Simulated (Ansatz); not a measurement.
FeO: all-electron results

```yaml
crystal:
  lattice:
    - [0.00000, 2.15540, 2.15540]
    - [2.15540, 0.00000, 2.15540]
    - [2.15540, 2.15540, 0.00000]
  atoms:
    - { symbol: Fe, position: [0.00000, 0.00000, 0.00000] }
    - { symbol: O, position: [0.50000, 0.50000, 0.50000] }
```

Atoms are numbered in the order listed.

The cell is COD entry 9008636, as deposited and not checked against the literature; nothing was relaxed. It differs from other determinations.

Semilocal functionals without U often leave such compounds metallic or with too small a gap, and the real magnetic order may differ.

Other magnetic orders may lie lower; this is the state that the run reached.

All numbers are computed: DFT, PBE, all-electron LAPW, scalar-relativistic (Ansatz 0.2.0); DFT, PBE, PAW with Ansatz's default frozen-core files, scalar-relativistic (Ansatz 0.2.0); DFT, PBE, all-electron PAW with datasets made for the crystal, scalar-relativistic (Ansatz 0.2.0).

For LAPW: a Γ-centred 15×15×15 k mesh, Fermi–Dirac smearing of 0.03 eV, basis error target 1 meV/atom, spin-polarised from start moments Fe1 3 μB. PAW takes a cutoff of 420 eV at this cell. The crystal-made all-electron datasets (AE datasets) take a cutoff of 400 eV at this cell. The Ansatz runs share mesh, smearing and spin set-up. Values come from LAPW unless marked.

```json
{
 "Pressure at this cell": "-0.37 GPa",
 "Band gap": "none: bands cross the Fermi level, a metal",
 "Moment of the cell": "4.00 μB",
 "Moments in the spheres": "Fe1 3.62, O2 0.32 μB",
 "Density of states at the Fermi level (0.2 eV bin)": "1.21 states/eV per cell",
 "Löwdin charges (with 0.13 e of the cell spilling out of the atomic basis, so their sizes and signs hang on that basis)": "Fe1 1.16, O2 -1.02 e",
 "Bader charges (from the PAW run)": "Fe1 +1.34, O2 -1.34 e",
 "Contact hyperfine fields (crystal-made datasets)": "Fe1 -19.4, O2 23.1 T, core polarisation included, positive along the moment of the spin-up electrons",
 "Volume per atom": "67.6 bohr³"
}
```
